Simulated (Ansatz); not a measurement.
**YS (Fm-3m): elastic constants by finite strains**

Method: PBEsol, PAW on Ansatz 0.2.0's default frozen-core files (fitted under PBE), scalar-relativistic.

Cell and atoms were relaxed beforehand by PAW with this functional.

Command:

```sh
ansatz run input.yaml --threads 1 --pin off --max-ram 2560MiB --backend cpu --events-out ev --progress --plain --runs-dir out
```

Input:

```yaml
crystal:
  lattice:
    - [0.0, 2.73061883896, 2.73061883896]
    - [2.73061883896, 0.0, 2.73061883896]
    - [2.73061883896, 2.73061883896, 0.0]
  atoms:
    - { symbol: "Y", position: [0.5, 0.5, 0.5] }
    - { symbol: S, position: [0.0, 0.0, 0.0] }
kpoints:
  mp_grid: { grid: [14, 14, 14] }
scf:
  occupations: { method: fermi_dirac, width: 0.1 }
hamiltonian:
  xc: pbesol
  pseudopotentials: { kind: paw }
elastic:
  mode: relaxed_ion
  stencil: two_point
  amplitude: 0.005
```

The program printed:

```
Warning: RAYON_NUM_THREADS=1 ignored (pool sized by the plan → 1); use --threads N
Engine: ansatz 0.2.0, aarch64-unknown-linux-gnu
Pseudopotentials: kind: paw
Pseudopotential: Y, paw, valence charge 11, recommended cutoff 420 eV (normal), Y.paw.azcp
Pseudopotential: S, paw, valence charge 6, recommended cutoff 420 eV (normal), S.paw.azcp
Functional definition: PBEsol
  exchange = pbesol_x
  correlation = pbesol_c
Crystal: 2 atoms, lattice volume = 40.721 Å³
Basis set: ecut = 420 eV, 821 PW (Γ), exchange–correlation on 54×54×54 points (8 copies of the dense FFT grid, shifted against one another)
Bands: 13, of which v1, the nominal top of the filled ones, is band 9 counted from 1 (8 counted from 0)
Symmetry: 48 space group operations
Space group: Fm-3m (ITA 225), of the structure as read, at distance tolerance 3.4e-5 Å
k-points: 104 of 2744
Non-local potential: Y, projectors of the file, l = 0: 3, l = 1: 2, l = 2: 2, l = 3: 1
Non-local potential: S, projectors of the file, l = 0: 2, l = 1: 2, l = 2: 2
PAW form: soft (Blöchl's): semilocal exchange-correlation on the pseudo side does not see the compensation charge
PAW frozen core: Y, regenerated for the run's functional, and the local potential with it (the file was generated under x = pbe(κ = 0.804, μ = 0.2195149727645171), c = pbe(β = 0.06672455060314922))
PAW frozen core: S, regenerated for the run's functional, and the local potential with it (the file was generated under x = pbe(κ = 0.804, μ = 0.2195149727645171), c = pbe(β = 0.06672455060314922))
PAW one-centre angular grid: Y, 590 points (default); XC on 64 Gauss nodes
PAW one-centre angular grid: S, 110 points (default); XC on 64 Gauss nodes
Initial density: superposition of atomic densities (neutral atoms: chi_scale 0, normalization atom), corrected by the library's trained network
Initial wavefunctions: pseudopotential atomic-orbital guess
Functional: x = pbesol(κ = 0.804, μ = 0.12345679012345678), c = pbesol(β = 0.046)
[... 82 lines left out ...]
  E_vpaw       = -59.657835  (= ΣTr[D̂ρ^β])
  E_aug_tail   = 0.000004  (compensation charges beyond the density's cutoff)
  E_ewald      = -1138.616829
  E_core_change = 0.210722  (= ΣΔE_core)
  E_smearing   = -0.029578  (= −TS)
  E_closure    = -0.000000  (closes the sum)
  Σ components = -4684.273281   (vs F -4684.273281, Δ=0.00e0)
--- Forces (eV/Å), atoms counted from 1 ---
  atom   1  Y      0.00000000    -0.00000000    -0.00000000
  atom   2  S     -0.00000000    -0.00000000     0.00000000
  max |Σ_I F_I| component: 3.80e-29 eV/Å
--- Stress (GPa, compression-positive) ---
       -0.038523      -0.000000       0.000000
        0.000000      -0.038523      -0.000000
        0.000000       0.000000      -0.038523
  P = ⅓ Tr σ = -0.0385 GPa (-0.385 kbar)
--- Elastic constants: 2 strain directions × 2 members + reference (group order 48) ---
  dense FFT box of the reference and of every strained cell: 27×27×27
  strains applied: 11, 23; error gains: componentwise 1.00 (the most a stress slope's error grows in a printed constant), spectral 1.73 (1 for all six strains in a standard setting)
  C = ∂σ_k/∂η_j (tension-positive GPa; Voigt order 11 22 33 23 13 12):
       257.596     25.723     25.723      0.000     -0.000     -0.000
        25.723    257.596     25.723     -0.000     -0.000     -0.000
        25.723     25.723    257.596     -0.000     -0.000     -0.000
         0.000      0.000      0.000     24.197     -0.000     -0.000
         0.000     -0.000     -0.000     -0.000     24.197      0.000
        -0.000     -0.000      0.000     -0.000     -0.000     24.197
  reference stress σ⁰ (GPa):      0.039      0.039      0.039      0.000     -0.000      0.000
  C* (energy form; C + prestress term) asymmetry max|C*_kj − C*_jk| = 1.421e-14 GPa — a small one proves nothing (zero by symmetry where the batch's group is 432, −43m or m−3m); a large one is finite-difference/SCF noise where ...
  moduli (Voigt/Reuss/Hill, GPa): K = 103.01/103.01/103.01   G = 60.89/35.40/48.15   E = 124.97   ν = 0.298
  mechanically stable: yes (min eigenvalue of sym C = 24.20 GPa)
  strain η (Voigt 11):  stress-route row diagonal C_11 = 257.60 GPa, energy-path curvature d²(F+E_count+ΔE)/dδ²/Ω₀ = 257.53 GPa
         δ    σ_11 (GPa)             F (eV)   n_scf  n_hpsi   n_pw
    -5.000e-3      -1.2893       -4684.2724945       8   68060    809   relax 0 steps, max|allowed force component| 1.85e-29 eV/Å
     5.000e-3       1.2866       -4684.2724305       6   55021    821   relax 0 steps, max|allowed force component| 1.77e-30 eV/Å
  strain η (Voigt 23):  stress-route row diagonal C_44 = 24.20 GPa, energy-path curvature d²(F+E_count+ΔE)/dδ²/Ω₀ = 24.17 GPa
         δ    σ_23 (GPa)             F (eV)   n_scf  n_hpsi   n_pw
    -5.000e-3      -0.1210       -4684.2732041       7  109611    816   relax 0 steps, max|allowed force component| 9.19e-29 eV/Å
     5.000e-3       0.1210       -4684.2732041       6   98114    816   relax 0 steps, max|allowed force component| 5.74e-29 eV/Å
```

The calculation finished and met its thresholds.

### Strained cells

Elastic constants of a crystal by Kohn-Sham DFT: slopes of the stress over finite engineering strains of the given cell, Voigt indices, Cartesian axes as in the input; stress of each strained cell less that at rest, tension positive.

| strain component | strain | stress xx (GPa) | stress yy (GPa) | stress zz (GPa) | stress yz (GPa) | stress xz (GPa) | stress xy (GPa) | relaxation steps |
| --- | --- | --- | --- | --- | --- | --- | --- | --- |
| xx | -0.005 | -1.328 | -0.1294 | -0.1294 | 0 | 0 | 0 | 0 |
| xx | 0.005 | 1.248 | 0.1279 | 0.1279 | 0 | 0 | 0 | 0 |
| yz | -0.005 | 0.0001 | -0.0006 | -0.0006 | -0.121 | 0 | 0 | 0 |
| yz | 0.005 | 0.0001 | -0.0006 | -0.0006 | 0.121 | 0 | 0 | 0 |

**Elastic constants**

| Item | Value |
| --- | --- |
| Pressure at rest | -0.039 GPa |
| Least elastic eigenvalue | 24.2 GPa |
| Elastically stable | yes |

| index | elastic (GPa) |
| --- | --- |
| 11 | 257.6 |
| 12 | 25.72 |
| 44 | 24.2 |

**Elastic moduli**

Hill averages of a grain aggregate, Debye temperature from the mean sound speed over directions.

```json
{
 "Bulk modulus": "103 GPa",
 "Shear modulus": "48.15 GPa",
 "Young modulus": "125 GPa",
 "Poisson ratio": "0.2978",
 "Bulk over shear modulus": "2.14",
 "Elastic anisotropy index": "3.6",
 "Least young modulus": "67.32 GPa",
 "Largest young modulus": "252.9 GPa",
 "Longitudinal sound speed": "5822 m/s",
 "Transverse sound speed": "3124 m/s",
 "Elastic debye temperature": "354.8 K",
 "Linear compressibility (x, y, z)": "3.236, 3.236, 3.236 1/TPa",
 "Zener ratio": "0.2087",
 "Cauchy pressure": "1.53 GPa"
}
```

Keep in mind: frozen-core PAW files fitted under PBE, their cores solved anew for the functional of the run; responses of metals move with mesh and smearing; the softest shear constant rests on one k mesh, and a soft shear can herald a distortion on cooling.

Cost: 51 s on 1 thread of Arm Neoverse V1 (shared host), peak memory 0.53 GiB.
